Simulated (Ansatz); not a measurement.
Relaxed-ion elastic tensor of C in space group Pn-3m (No. 224; C on 24j) in GPa (Voigt order), plane-wave PAW r²SCAN (Ansatz code); density 2.15 g/cm³, 9.29 Å³ per atom.

|  | 1 | 2 | 3 | 4 | 5 | 6 |
|---|---|---|---|---|---|---|
| 1 | 362 | 210 | 210 | 0.0 | 0.0 | 0.0 |
| 2 | 210 | 362 | 210 | 0.0 | 0.0 | 0.0 |
| 3 | 210 | 210 | 362 | 0.0 | 0.0 | 0.0 |
| 4 | 0.0 | 0.0 | 0.0 | 169 | 0.0 | 0.0 |
| 5 | 0.0 | 0.0 | 0.0 | 0.0 | 169 | 0.0 |
| 6 | 0.0 | 0.0 | 0.0 | 0.0 | 0.0 | 169 |

Q: Is the crystal mechanically stable?

A: Yes: the smallest eigenvalue of C is 152 GPa.

Q: Work out the Voigt, Reuss and Hill averages.

A: K_V = 261, K_R = 261, K_H = 261; G_V = 132, G_R = 113, G_H = 122 GPa.

Q: Give Young's modulus, Poisson's ratio, Pugh's ratio and the universal anisotropy index.

A: E = 9KG/(3K + G) = 318 GPa; ν = 0.30; K/G = 2.13 (ductile by the Pugh limit of 1.75); A_U = 5G_V/G_R + K_V/K_R − 6 = 0.80.

Q: Estimate the sound speeds and the Debye temperature.

A: v_l = √((K + 4G/3)/ρ) = 14100 m/s, v_t = √(G/ρ) = 7550 m/s, mean 8430 m/s; Θ = (h/k)(3n/4πV)^(1/3) v_m = 1190 K.

Q: Give the Zener ratio and Young's modulus along [100], [110] and [111].

A: A = 2C44/(C11 − C12) = 2.22; 1/E = S11 − 2(S11 − S12 − S44/2)Γ with Γ = 0, 1/4, 1/3 gives 208, 333, 416 GPa.

Q: Solve the Christoffel equation for the three sound speeds along [100], [110], [111].

A: Eigenvalues of C_ijkl n_j n_l equal ρv². In km/s, slowest first: [100] 8.86, 8.86, 12.99; [110] 5.95, 8.86, 14.55; [111] 7.06, 7.06, 15.04.

The start of the workflow was typed in or built on a structure type; neither database checked (COD, Materials Project) lists it. It is not the phase usual at ambient conditions (space group No. 194, 227). Symmetry was held in the r²SCAN relaxation; its stability against distortions is not shown here.

Potentials: the later of the program's two PAW sets.
